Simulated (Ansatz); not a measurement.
SrCl2:
```yaml
crystal:
  lattice:
    - [0.00000, 3.45398, 3.45398]
    - [3.45398, 0.00000, 3.45398]
    - [3.45398, 3.45398, 0.00000]
  atoms:
    - { symbol: Sr, position: [0.00000, 0.00000, 0.00000] }
    - { symbol: Cl, position: [0.25000, 0.25000, 0.25000] }
    - { symbol: Cl, position: [0.75000, 0.75000, 0.75000] }
```

Relaxed with PBEsol. Special points in fractions of this cell's reciprocal vectors: Γ (0.000, 0.000, 0.000); X (0.500, 0.000, 0.500); U (0.625, 0.250, 0.625); K (0.375, 0.375, 0.750); L (0.500, 0.500, 0.500); W (0.500, 0.250, 0.750).

**Question.** List the band energies nearest the valence-band maximum at these points for the program Ansatz at the PBEsol with spin–orbit coupling level (PAW).

**Answer.** In eV from the valence-band maximum; about four levels below and three above (degenerate sets whole), none deeper than 8.9 eV; points with the same levels are listed once.

```json
[
 {"k": "Γ", "below": "-0.30 -0.30 -0.30 -0.30", "above": "5.25 5.25 5.96 5.96 5.96 5.96"},
 {"k": "X", "below": "-0.39 -0.39 0.00 0.00", "above": "5.34 5.34 7.01 7.01"},
 {"k": "U", "below": "-0.56 -0.56 -0.12 -0.12", "above": "5.82 5.82 7.09 7.09"},
 {"k": "L", "below": "-1.15 -1.15 -1.05 -1.05", "above": "6.63 6.63 6.65 6.65"},
 {"k": "W", "below": "-0.34 -0.34 -0.11 -0.11", "above": "6.11 6.11 6.94 6.94"}
]
```

Space group Fm-3m (fluorite). Symmetry was held in the PBEsol relaxation.

Potentials: the later of the program's two PAW sets.
